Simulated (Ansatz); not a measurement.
Input and command of a calculation in Ansatz (plane waves; scalar-relativistic PAW potentials unless the input names others):

```yaml
crystal:
  lattice:
    - [2.5855969399, 1.4927950893, 5.1151185297]
    - [-2.5855969399, 1.4927950893, 5.1151185297]
    - [0.0, -2.9855901786, 5.1151185297]
  atoms:
    - { symbol: W, position: [0.5763168623, 0.9236831377, 0.25] }
    - { symbol: W, position: [0.25, 0.5763168623, 0.9236831377] }
    - { symbol: W, position: [0.9236831377, 0.25, 0.5763168623] }
    - { symbol: W, position: [0.4236831377, 0.0763168623, 0.75] }
    - { symbol: W, position: [0.75, 0.4236831377, 0.0763168623] }
    - { symbol: W, position: [0.0763168623, 0.75, 0.4236831377] }
    - { symbol: C, position: [0.3389036284, 0.3389036284, 0.3389036284] }
    - { symbol: C, position: [0.1610963716, 0.1610963716, 0.1610963716] }
    - { symbol: C, position: [0.6610963716, 0.6610963716, 0.6610963716] }
    - { symbol: C, position: [0.8389036284, 0.8389036284, 0.8389036284] }
basis:
  ecutwfc: 420
kpoints:
  mp_grid: { grid: [9, 9, 9] }
hamiltonian:
  xc: pbe
scf:
  occupations: { method: gaussian, width: 0.1 }
  convergence: { dr2_threshold: 1.0e-06 }
output:
  forces: true
  eigenvalues: true
  stress: true
total_charge: 1
```

```bash
ansatz run input.yaml --threads 1 --pin off --max-ram 2560MiB --backend cpu --events-out ev --progress --plain --runs-dir out
```

Abridged log:
```
Warning: scf.convergence.dr2_threshold = 1e-6 eV is looser than this run's default, which is 1e-7 eV or tighter. The error in the forces grows as the threshold's square root, so leave the key out unless less accurate forces are enough
Warning: output.stress: scf.convergence.dr2_threshold = 1e-6 eV is looser than the 1e-9 eV advised for a printed stress (1e-10 eV for each atom of the cell: 10). ...
Basis set: ecut = 420 eV, 2309 PW (Γ), exchange–correlation on 80×80×80 points (8 copies of the dense FFT grid, shifted against one another)
Bands: 60, of which v1, the nominal top of the filled ones, is band 50 counted from 1 (49 counted from 0)
Symmetry: 12 space group operations
k-points: 85 of 729
SCF iter   1: F=—  HF=-63333.198125 eV  |F-HF|=—  |Δ(HF+E_count)|=         —  Δρ=1.65e-2  dr2=3.32e-1  ethr=1.77e-3  ⟨swp⟩=6.0  Hψ=19314  notcnv=0
SCF iter   2: F=—  HF=-63333.104436 eV  |F-HF|=—  |Δ(HF+E_count)|=   9.37e-2  Δρ=8.84e-3  dr2=1.08e-1  ethr=3.35e-4  ⟨swp⟩=2.2  Hψ=7449  notcnv=0  defer=267
SCF iter   3: F=—  HF=-63333.065296 eV  |F-HF|=—  |Δ(HF+E_count)|=   3.91e-2  Δρ=1.23e-3  dr2=3.00e-3  ethr=1.09e-4  ⟨swp⟩=2.0  Hψ=8840  notcnv=0  defer=267
SCF iter   4: F=—  HF=-63333.064546 eV  |F-HF|=—  |Δ(HF+E_count)|=   7.50e-4  Δρ=3.03e-4  dr2=1.91e-4  ethr=3.03e-6  ⟨swp⟩=2.0  Hψ=6572  notcnv=0  defer=267
SCF iter   5: F=—  HF=-63333.064495 eV  |F-HF|=—  |Δ(HF+E_count)|=   5.04e-5  Δρ=6.61e-5  dr2=6.41e-6  ethr=1.93e-7  ⟨swp⟩=2.0  Hψ=6612  notcnv=0  defer=267
SCF iter   6: F=-63333.064495 eV  HF=-63333.064495 eV  |F-HF|=1.63e-7  |Δ(HF+E_count)|=   5.59e-7  Δρ=1.51e-5  dr2=3.26e-7  ethr=1.01e-9  ⟨swp⟩=11.5  Hψ=23807  notcnv=0
SCF 1 converged in 6 iterations: F = -63333.064495 eV  dr2 = 3.26e-7
SCF converged after 6 iterations
Free energy (F): -63333.064495 eV
Harris-Foulkes:  -63333.064495 eV  (|F-HF|=1.63e-7)
Internal energy: -63333.033297 eV  (E = F + TS)
E sigma→0 (E₀):  -63333.048896 eV
Entropy (-TS):   -0.031198 eV (-3.120 meV/atom)
Fermi energy:    21.018346 eV
--- Forces (eV/Å), atoms counted from 1 ---
  atom   1  W     -0.03273717     0.00000000     0.00000000
  atom   2  W      0.01636859    -0.02835122     0.00000000
  atom   3  W      0.01636859     0.02835122     0.00000000
  atom   4  W      0.03273717     0.00000000     0.00000000
  atom   5  W     -0.01636859     0.02835122     0.00000000
  atom   6  W     -0.01636859    -0.02835122     0.00000000
  atom   7  C      0.00000000     0.00000000     0.04469212
  atom   8  C      0.00000000     0.00000000    -0.04469212
  atom   9  C      0.00000000     0.00000000    -0.04469212
  atom  10  C      0.00000000     0.00000000     0.04469212
--- Stress (GPa, compression-positive) ---
        7.475550       0.000000       0.000000
        0.000000       7.475550       0.000000
        0.000000       0.000000       4.848555
  P = ⅓ Tr σ = 6.5999 GPa (65.999 kbar)
```

Apart from outputs, empty bands and the relaxation, which only the reference makes, the input differs from a reference run on usual settings in total_charge: not typed → 1; scf.convergence.dr2_threshold: not typed → 1e-06. The reference, at the same geometry, ended its own course with pressure 0.00 GPa, largest force 0.007 eV/Å, no gap on the mesh. This run converged in 6 SCF iterations with a total energy on another zero, pressure 6.60 GPa (with the neutralising background of the charged cell), largest force 0.045 eV/Å, no gap on the mesh.